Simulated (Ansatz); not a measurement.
Nb:
```
Nb
1.0
    0.00000     2.92409     2.92409
    2.92409     0.00000     2.92409
    2.92409     2.92409     0.00000
Nb
2
Direct
  0.00000   0.00000   0.00000
  0.25000   0.25000   0.25000
```

Relaxed with r²SCAN. Special points in fractions of this cell's reciprocal vectors: Γ (0.000, 0.000, 0.000); X (0.500, 0.000, 0.500); U (0.625, 0.250, 0.625); K (0.375, 0.375, 0.750); L (0.500, 0.500, 0.500); W (0.500, 0.250, 0.750).

List the band energies nearest the Fermi level at these points for r²SCAN with spin–orbit coupling in the plane-wave PAW code Ansatz.

In eV from the Fermi level; about four levels below and three above (degenerate sets whole), none deeper than 8.9 eV; points with the same levels are listed once.

| k | below | above |
|---|---|---|
| Γ | -0.61 -0.61 -0.61 -0.61 | 2.01 2.01 2.09 2.09 2.09 2.09 |
| X | -0.81 -0.81 -0.81 -0.81 | 0.49 0.49 0.49 0.49 |
| U | -1.28 -1.28 -0.32 -0.32 | 0.30 0.30 1.06 1.06 |
| L | -0.87 -0.87 -0.85 -0.85 | 0.77 0.77 3.25 3.25 |
| W | -0.42 -0.42 -0.38 -0.38 | 0.71 0.71 0.75 0.75 |

Space group Fd-3m (diamond). The start of the workflow was typed in or built on a structure type; neither database checked (COD, Materials Project) lists it. It is not the phase usual at ambient conditions (space group No. 229). The cell was relaxed with r²SCAN under the symmetry of its start; whether a distortion lowers the energy is not shown. No spin polarisation was allowed.

Potentials: the later of the program's two PAW sets.
